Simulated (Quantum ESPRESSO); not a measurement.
MgCa2ZnO4, convergence and cost over cutoff and k mesh

Simulated, not a measurement. The program is pw.x of Quantum ESPRESSO 7.5 (plane-wave density functional theory). The cell is made up: 8 atoms on a rocksalt lattice, with randomly drawn elements, strain and displacements, not relaxed. PseudoDojo standard norm-conserving files (v0.5 for PBE, v0.4.1 for LDA and PBEsol) set the functional; there is no spin polarisation, spin-orbit coupling or dispersion term, and the masses in the input are unused placeholders.

Input of the run in row 2:

```
&control calculation='scf', pseudo_dir='./dojo.nc.sr.pbe.v0_5.standard.upf', outdir='./o', disk_io='low', tprnfor=.true., tstress=.true. /
&system ibrav=0, nat=8, ntyp=4, nbnd=43, ecutwfc=84.00895049, nosym=.true., tot_charge=0,
 occupations='smearing', smearing='fd', degauss=0.0018374661
/
&electrons conv_thr=7.350e-09, electron_maxstep=60, /
ATOMIC_SPECIES
Ca 1.0 Ca.upf
Mg 1.0 Mg.upf
O 1.0 O.upf
Zn 1.0 Zn.upf
CELL_PARAMETERS angstrom
4.4398 0.0 0.0
0.0 4.4398 0.0
0.0 0.0 4.4398
ATOMIC_POSITIONS angstrom
Mg 0.0522 0.0253 -0.0286
Ca 0.077 2.2592 2.174
Zn 2.2536 -0.0125 2.1856
Ca 2.2085 2.2461 -0.0583
O 2.2492 0.0573 -0.0399
O 2.1985 2.2543 2.2142
O 4.4981 0.0048 2.2114
O 4.4751 2.1404 -0.0294
K_POINTS automatic
4 4 4 1 1 1
```

The same cell was run at these settings. Meshes are shifted by half a step, and differences are from the last row, which is itself not exact.

```
cutoff (eV)     k mesh  k points solved  threshold (eV)  free energy less the last row's (eV)  pressure (GPa)  largest stress difference (GPa)  largest force difference (eV/Å)  iterations  wall time (s)  k-point pools                  processor
        800  2 x 2 x 2                4           1e-04                                 2.451          -24.57                            41.35                            0.077           9              9              4  Intel Xeon, 2023 or later
       1143  4 x 4 x 4               32           1e-07                                 0.000           16.66                             0.04                            0.002          12             40              4  Intel Xeon, 2023 or later
       1437  6 x 6 x 6              108           1e-07                                 0.000           16.69                             0.00                            0.000          12            183              4  Intel Xeon, 2023 or later
```

Each pool is one process. Wall times include start-up and a band step at six k points, which weighs most on the coarsest meshes. The runs were on shared virtual cores whose load varied, so times are rough.